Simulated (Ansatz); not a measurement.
## How much do the gradients of Zn4SnN4 depend on the method?

Cell: a Materials Project structure (computed, not necessarily an observed phase), taken as it stands.

```
Zn Sn N
1.0
     5.86591    0.00000    0.00000
     0.10615    5.99109    0.00000
     2.43382   -0.00525    8.34960
Zn Sn N
8 2 8
Direct
  0.76837 0.65606 0.84641
  0.23163 0.34395 0.15359
  0.20059 0.86983 0.94763
  0.79941 0.13017 0.05237
  0.17025 0.65411 0.45329
  0.82976 0.34589 0.54671
  0.49157 0.13658 0.37576
  0.50843 0.86342 0.62424
  0.71908 0.61659 0.23456
  0.28092 0.38342 0.76544
  0.47024 0.80609 0.40493
  0.52976 0.19391 0.59507
  0.85020 0.80015 0.02669
  0.14980 0.19985 0.97331
  0.55405 0.32434 0.18516
  0.44595 0.67566 0.81484
  0.01432 0.50598 0.67045
  0.98568 0.49402 0.32955
```

Sites (sets of like atoms) are named by element and the number of their first atom in this list.

First run. Method: Kohn–Sham DFT in Ansatz, PBE, plane waves and PAW, scalar-relativistic, 420 eV cutoff, Γ-centred 5×5×4 k-points, Fermi–Dirac smearing 0.02 eV.

```csv
site,atom,V_zz (10²¹ V/m²),η
Zn1,1,19.00,0.07
Zn3,3,18.17,0.34
Zn5,5,18.58,0.37
Zn7,7,18.54,0.31
Sn,9,4.56,0.77
N11,11,2.65,0.58
N13,13,2.94,0.52
N15,15,1.74,0.43
N17,17,2.46,0.39
```

Second run. The same atoms and settings, except that the functional is r2SCAN and the cutoff is 500 eV.

Question: What does the second run give?

Answer: 

| site | atom | V_zz | η | change of V_zz |
| --- | --- | --- | --- | --- |
| Zn1 | 1 | 19.22 | 0.07 | +0.22 |
| Zn3 | 3 | 18.36 | 0.35 | +0.19 |
| Zn5 | 5 | 18.76 | 0.38 | +0.18 |
| Zn7 | 7 | 18.74 | 0.32 | +0.20 |
| Sn | 9 | 4.61 | 0.78 | +0.05 |
| N11 | 11 | 2.69 | 0.48 | +0.04 |
| N13 | 13 | 3.00 | 0.44 | +0.06 |
| N15 | 15 | 1.77 | 0.39 | +0.03 |
| N17 | 17 | 2.45 | 0.28 | -0.01 |

The largest change of V_zz is on Zn1, from 19.00 to 19.22. In per cent, |V_zz| changes by +1 on Zn, +1 on Sn, -1 to +2 on N (all sites that start above 0.5). Isomer shifts (Sn against SnO₂, from the density at the nucleus and a line fitted to measured compounds for each functional; the lines scatter by about 0.1 mm/s, so smaller changes between functionals mean little): Sn 0.96 → 0.98 mm/s.

Without spin–orbit coupling (the program notes it for Sn) the gradients can shift somewhat, as the gap is small.
For the first run: With a gap of 0.2 eV on this mesh, the gradients can still move by some per cent as the k-mesh gets denser.
For the second run: With these PAW files V_zz is typically within 2 to 3 % of all-electron values, but misses above 10 % occur on Sn, Zn. With a gap of 0.4 eV on this mesh, the gradients can still move by some per cent as the k-mesh gets denser.
